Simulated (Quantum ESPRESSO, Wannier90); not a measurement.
## CsPbBr$_{3}$ (cubic perovskite): Wannier90 run

```xyz
5
Lattice="5.9486 0.0000 0.0000 0.0000 5.9486 0.0000 0.0000 0.0000 5.9486" Properties=species:S:1:pos:R:3 pbc="T T T"
Cs     0.0000     0.0000     0.0000
Pb     2.9743     2.9743     2.9743
Br     2.9743     2.9743     0.0000
Br     0.0000     2.9743     2.9743
Br     2.9743     0.0000     2.9743
```

Materials Project entry mp-600089; symmetrised, unrelaxed at this level. COD (Crystallography Open Database) records the formula in this space group. Ideal cubic forms of this type are often high-temperature phases that distort on cooling; symmetry holds the cell here, and its stability was not tested. Method: PBEsol plane waves in Quantum ESPRESSO 7.5 (PseudoDojo norm-conserving files, 50 Ry, no spin polarisation, no spin-orbit coupling), Bloch states on a 6×6×6 mesh through Γ, Wannier90 4.0.1. Density: 6×6×6 mesh, cold smearing 0.01 Ry. Spin-orbit coupling is left out although heavy elements are present.

A tight-binding model is made by disentanglement and projection with no localisation steps (num_iter = 0), so the 16 orbitals stay atom-like: hydrogen-like Cs: s; Pb: p; Br: s;p, axes along x, y, z; frozen window up to 3.10 eV relative to the valence-band maximum. It follows pw.x to 0.9 meV rms for states up to 2.6 eV relative to the valence-band maximum. Matrix elements depend on this choice of orbitals and windows. Bands 10–13 (Cs 5p 74 %, Pb 6s 19 %, Br 4p 5 %) lie between the kept ones and are excluded.

Problem. What are the on-site energies relative to the valence-band maximum, and how fast do the hoppings decay?

Solution. 
```json
[
 {"atom": "Cs1", "orbitals": "s", "energy (eV)": "4.56"},
 {"atom": "Pb2", "orbitals": "pz px py", "energy (eV)": "2.31"},
 {"atom": "Br3", "orbitals": "s", "energy (eV)": "-13.99"},
 {"atom": "Br3", "orbitals": "pz", "energy (eV)": "-1.45"},
 {"atom": "Br3", "orbitals": "px py", "energy (eV)": "-1.97"},
 {"atom": "Br4", "orbitals": "s", "energy (eV)": "-13.99"},
 {"atom": "Br4", "orbitals": "pz py", "energy (eV)": "-1.97"},
 {"atom": "Br4", "orbitals": "px", "energy (eV)": "-1.45"},
 {"atom": "Br5", "orbitals": "s", "energy (eV)": "-13.99"},
 {"atom": "Br5", "orbitals": "pz px", "energy (eV)": "-1.97"},
 {"atom": "Br5", "orbitals": "py", "energy (eV)": "-1.45"}
]
```

```tsv
distance of the centres (Å)	largest modulus (eV)
2–3	1.9
4–5	0.30
5–6	0.33
6–7	0.031
7–8	0.020
8–9	0.066
9–10	0.011
10–11	0.0051
11–12	0.024
12–13	0.0032
```
